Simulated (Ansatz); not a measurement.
Data:

AlRu:
```
CELL_PARAMETERS angstrom
      1.42917     0.82513     3.92289
     -1.42917     0.82513     3.92289
      0.00000    -1.65026     3.92289
ATOMIC_POSITIONS crystal
  Al 0.00000 0.00000 0.00000
  Ru 0.50000 0.50000 0.50000
```

This is the r²SCAN-relaxed structure.

### Question
All from r²SCAN in the plane-wave PAW code Ansatz, unless another level is named. Predict the density of states at the Fermi level.

### Answer
0.53 states/eV per atom (mean over ±0.08 eV).

### Question
Give the formation energy from the elements (no fitted shifts).

### Answer
-0.39 eV/atom.

Space group R-3m. A made-up cell: these elements were put on the sites of a structure type; neither database checked (COD, Materials Project) lists it. COD files the formula under space group No. 221, so this cell is another polymorph or a model. Whether it is the stable phase at ambient conditions was not checked. The cell was relaxed with r²SCAN under the symmetry of its start; its stability against distortions is not shown here. No spin polarisation was allowed. The references are the lowest solids computed at this level, not always the standard phases. Spin–orbit coupling is left out wherever it is not named.

Potentials: the later of the program's two PAW sets.
